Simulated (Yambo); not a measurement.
```xyz
6
Lattice="3.0330 0.0000 0.0000 -1.5165 2.6267 0.0000 0.0000 0.0000 7.4033" Properties=species:S:1:pos:R:3 pbc="T T T"
O      0.0000     1.7511     1.2780
O      1.5165     0.8756     6.1254
O      0.0000     0.0000     3.7017
Mg     0.0000     1.7511     4.9291
Mg     1.5165     0.8756     2.4742
Zn     0.0000     0.0000     0.0000
```

Mg₂ZnO₃ (space group P-3m1, No. 164): mean Im ε in 1 eV windows above the direct gap of 4.82 eV, for different electron-hole kernels (Yambo, broadening 0.15 eV, norm-conserving PBEsol (Quantum ESPRESSO, 84 Ry, without SOC) bands; 9×9×4 mesh, 9 valence and 3 conduction bands, static screening with 50 bands and a 3 Ry block, scissor 1.89 eV, Tamm-Dancoff; field along x).

```
window (eV)  independent quasiparticles  RPA (no attraction)  BSE
-----------  --------------------------  -------------------  ---
4.8 to 5.8                          0.5                  0.4  2.7
5.8 to 6.8                          1.3                  1.1  2.5
6.8 to 7.8                          1.8                  1.6  3.0
7.8 to 8.8                          2.2                  1.9  3.8
```

This run doesn't resolve bound excitons or single peaks, so only averages are given, and they too depend on the mesh; weight that the attraction moves below the gap isn't listed. All transitions below 8.95 eV are in the band window. The scissor comes from a G0W0 run whose convergence isn't established.

Geometry of the Materials Project entry, not relaxed at this level.

The structure is a Materials Project entry; no match was found in the copy of COD used, and its stability was not checked.

With a shallow 3d shell G0W0 needs far more bands and larger blocks than here, so the scissor is uncertain by tenths of an eV or more.
